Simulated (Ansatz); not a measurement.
## How stiff is this cell of Si2Mo?

Cell: a COD entry, ions relaxed with PBE at fixed cell.

```yaml
crystal:
  lattice:
    - [-1.60000, 1.60000, 3.93050]
    - [1.60000, -1.60000, 3.93050]
    - [1.60000, 1.60000, -3.93050]
  atoms:
    - { symbol: Si, position: [0.33493, 0.33493, 0.00000] }
    - { symbol: Si, position: [0.66507, 0.66507, 0.00000] }
    - { symbol: Mo, position: [0.00000, 0.00000, 0.00000] }
```

Sites (sets of like atoms) are named by element and the number of their first atom in this list.

All values are calculated (Ansatz; DFT, PBE, plane waves and PAW, scalar-relativistic, 420 eV cutoff, Γ-centred 20×20×20 k-points, Fermi–Dirac smearing 0.05 eV), not measured.

The cell is stretched along z (the third Cartesian axis of the run's cell), x and y held, and the ions relax again each time. Tension counts as positive.

```
strain along z (%)  stress along z (GPa)  stress along x (GPa)
                -3                     ?                     ?
                -2                 -12.8                  -4.9
                -1                  -7.0                  -3.8
                 0                  -1.7                  -2.9
                +1                   3.1                  -1.9
                +2                   7.6                  -1.0
                +3                  11.5                  -0.2
```

(1) Estimate the row at -3 % from the others.

Answers

(1) stress along z (GPa): -19.1; stress along x (GPa): -6.0. Worked: parabolas through the other 6 rows give -19.0 and -6.0 GPa at -3 %. Their slopes at zero strain are 509 GPa (the stiffness along z) and 96 GPa (the coupling of z to x). They hold at this cell, where the calculated pressure is 2.5 GPa, and with no gap in the run.

All values belong to this cell and structure model.
